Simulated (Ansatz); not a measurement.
**Relaxing a structure of TiAl**

The start is a relaxed TiAl cell, doubled along one cell vector, shaken by Gaussian noise of σ = 0.08 Å a coordinate. Cell shape, volume and atoms are optimised at zero target pressure with r2SCAN (plane waves to 500 eV, PAW, scalar-relativistic; Ansatz, an electronic-structure program). The first steps use a coarse 5×9×9 k-mesh.

The start:
```yaml
crystal:
  lattice:
    - [0.00000, 6.34945, 6.34945]
    - [3.17473, 0.00000, 3.17473]
    - [3.17473, 3.17473, 0.00000]
  atoms:
    - { symbol: Al, position: [0.12750, 0.26768, 0.23205] }
    - { symbol: Al, position: [0.61944, 0.26671, 0.25940] }
    - { symbol: Al, position: [0.99798, 0.98095, 0.02703] }
    - { symbol: Al, position: [0.49640, 0.00897, 0.97476] }
    - { symbol: Ti, position: [0.26053, 0.52070, 0.49108] }
    - { symbol: Ti, position: [0.75428, 0.48714, 0.50320] }
    - { symbol: Ti, position: [0.37495, 0.76439, 0.75028] }
    - { symbol: Ti, position: [0.87427, 0.73946, 0.77177] }
```

```yaml
energy_released: 0.35 eV/atom
volume_change: +1.4 %, from 16.00 to 16.22 Å³/atom
Shortest distances (start → end): "The closest pairs of elements (up to four, under 3.6 Å), start → end: Al–Ti 2.61 → 2.72 Å; Al–Al 2.62 → 2.92 Å; Ti–Ti 2.68 → 2.92 Å"
optimiser_moves: 27
```

Relaxed structure:

```cif
data_Al4Ti4
_chemical_formula_sum 'Al4 Ti4'
_space_group_name_H-M_alt 'I41/amd :1'
_space_group_IT_number 141
_space_group_name_Hall 'I 4bw 2bw -1bw'
_cell_length_a 3.84260
_cell_length_b 3.84260
_cell_length_c 8.78973
_cell_angle_alpha 90.000
_cell_angle_beta 90.000
_cell_angle_gamma 90.000
loop_
_atom_site_label
_atom_site_type_symbol
_atom_site_symmetry_multiplicity
_atom_site_Wyckoff_symbol
_atom_site_fract_x
_atom_site_fract_y
_atom_site_fract_z
_atom_site_occupancy
Al1 Al 4 a 0.00000 0.00000 0.00000 1
Ti1 Ti 4 b 0.00000 0.00000 0.50000 1
```
(The calculation used a cell of 4 atoms; values per cell refer to that cell.)

Final values are on a 17×17×17 k-mesh of the relaxed cell. No spin polarisation in the result.

The relaxed structure here is a generated cell of TiAl: the first start was made by placing the elements on the sites of a structure type, and the end was not matched to a known phase here, so it may be hypothetical. Known forms of TiAl include space group No. 123.
